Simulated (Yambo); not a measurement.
G0W0@PBEsol for SrCd$_{2}$P$_{2}$ (space group P-3m1, No. 164) in Yambo. Reference settings: 3×3×2 Γ-centred k mesh, bands 9 to 230 and a 8 Ry block in the screening, 230 bands in G with the Bruneval-Gonze terminator, plasmon pole fitted at 27.2 eV. The PBEsol gap Γ → Γ on this mesh is 0.64 eV; G0W0 gaps are taken between the same points.

With and without the terminator, as bands are cut:

```csv
bands in G (in W),"gap, terminator (eV)","gap, none (eV)","valence shift, terminator (eV)","valence shift, none (eV)"
90 (230),1.329,1.239,-0.542,-0.118
149 (230),1.325,1.269,-0.584,-0.380
230 (230),1.329,1.304,-0.599,-0.507
```

Over this range the gap spans 0.004 eV with the terminator and 0.065 eV without, the valence shift 0.057 eV and 0.389 eV. Neither column has reached its limit for certain.

Spin-orbit coupling is not included.

Geometry of the Materials Project entry, not relaxed at this level; primitive cell a = b = 4.360 Å, c = 7.312 Å, α = β = 90.00°, γ = 120.00°.

The structure is a Materials Project entry; no match was found in the copy of COD used, and its stability was not checked.

A shift is the quasiparticle energy of the state minus its PBEsol energy.
